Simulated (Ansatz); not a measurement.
AlFe (CsCl type): values from a third-order Birch-Murnaghan fit to a volume scan beside measured ones. Computed values: PBE (plane waves to 420 eV, PAW, scalar-relativistic; Ansatz, an electronic-structure program). AlFe was relaxed with its symmetry unable to fall. Relaxed AlFe ends ferromagnetic. The magnetic order is the one the run started from; other orders were not tried.

| quantity | reference | kind | PBE | difference |
|---|---|---|---|---|
| Lattice constant a (Å) | 2.9097 | measured, room temperature or unstated | 2.875 | -1.2 % |
| Bulk modulus B₀ (GPa) | 152 | measured, room temperature or unstated | 176 | +15.6 % |

References as given in: Yibo Liu, Huizi Liu, Changzeng Fan et al., IUCrData (2023), doi:10.1107/s2414314623010659; Yamada, Ryo, Mohri, Tetsuo, (2019), arXiv:1910.09660. Values not taken to low temperature hold thermal and zero-point shifts that a static calculation lacks, so small differences there are no errors of the method.

(A scan under strain: stresses follow from slopes of the energy per volume, elastic moduli from its curvatures.)
